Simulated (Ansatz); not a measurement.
LaGa6Pd in space group P4/mmm (No. 123; La on 1a, Ga on 4i, Ga on 2h, Pd on 1b), DFT-PBE in the program Ansatz with PAW potentials, all energies at zero smearing, with the estimated change up to a 700 eV cutoff added, with one set of potentials and settings (totals compare only within such a set). Cell of 8 atoms (1 La, 6 Ga, 1 Pd): -35925.589 eV.

```csv
element,reference phase,E (eV/atom)
La,"P6_3/mmc, 4 atoms in the cell",-6250.3045
Ga,"Cmce, 4 atoms in the cell",-3783.0259
Pd,"Fm-3m, 1 atoms in the cell",-6972.9107
```

Formation energy per atom, worked out: (-35925.589 − 1×(-6250.3045) − 6×(-3783.0259) − 1×(-6972.9107))/8 = -0.527 eV/atom (-51 kJ per mol of atoms), at 0 K, without zero-point energy or fitted corrections.

The first step of the workflow began from a Materials Project structure, measured or hypothetical; the Crystallography Open Database copy checked does not list it. Whether it is the stable phase at ambient conditions was not checked. The PBE relaxation kept the symmetry of its start; whether a distortion lowers the energy is not shown. The run is not spin-polarised. The references are the lowest solids computed at this level, not always the standard phases. Spin–orbit coupling is left out wherever it is not named.

Potentials: the earlier of the program's two PAW sets.
